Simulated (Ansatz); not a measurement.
**From three elastic constants to directional properties of Li3SeBr**

All numbers below come from DFT PBE, scalar-relativistic, plane waves, PAW in Ansatz. Cutoff 420 eV, 6×6×6 k-points (Γ-centred), fixed occupations. No spin polarisation.

The cell is fixed (symmetry leaves no force on the atoms) and stands under 0.1 GPa:
```
CELL_PARAMETERS angstrom
4.83460 0.00000 0.00000
0.00000 4.83460 0.00000
0.00000 0.00000 4.83460
ATOMIC_POSITIONS crystal
Br 0.00000 0.00000 0.00000
Se 0.50000 0.50000 0.50000
Li 0.50000 0.50000 0.00000
Li 0.50000 0.00000 0.50000
Li 0.00000 0.50000 0.50000
```

The cell is the ideal cubic antiperovskite prototype; whether it is the stable structure of this composition wasn't checked.

With ions relaxed, on the cubic axes: C11 = 53.1, C12 = 9.6, C44 = 10.1 GPa. The density is 2.641 g/cm³. Zone-centre modes weren't checked beside this run.

Q: Is the crystal stable against strain, and how anisotropic is it?

A: Born's conditions hold: C11 + 2C12 = 72.4, C11 − C12 = 43.5 and C44 = 10.1 GPa are all positive. B = (C11 + 2C12)/3 = 24.1 GPa. The two shear moduli are C44 and C′ = (C11 − C12)/2 = 21.7 GPa, so Zener's ratio is A = C44/C′ = 0.47: the shear C44 is the soft one, as in NaCl, KCl, the halide perovskites and the bcc metals V, Nb, Cr and Mo. The Cauchy pressure C12 − C44 is -0.5 GPa; it would vanish for pair forces between atoms on inversion centres at zero pressure, and here it is small.

Q: Give the sound speeds along the three symmetry directions.

A: The Christoffel equation gives ρv² for each branch:
```csv
direction,branch,ρv²,GPa,v (m/s)
[100],L,C11,53.1,4486
[100],T (×2),C44,10.1,1958
[110],L,(C11 + C12 + 2C44)/2,41.5,3965
[110],"T, u ∥ [001]",C44,10.1,1958
[110],"T, u ∥ [1-10]",(C11 − C12)/2,21.7,2870
[111],L,(C11 + 2C12 + 4C44)/3,37.6,3775
[111],T (×2),(C11 − C12 + C44)/3,17.9,2601
```

Q: How does Young's modulus depend on direction?

A: Inverting gives S11 = 19.933, S12 = -3.061, S44 = 98.814 TPa⁻¹. Along a unit vector (l, m, n), 1/E = S11 − 2(S11 − S12 − S44/2)(l²m² + m²n² + n²l²), where the last bracket is 0, 1/4 and 1/3 for [100], [110] and [111]: E = 50, 30 and 27 GPa. With A < 1 the cube edge is stiffest. For a film on (001), the biaxial modulus is C11 + C12 − 2C12²/C11 = 59 GPa and the normal strain is −2C12/C11 = -0.36 times the in-plane one.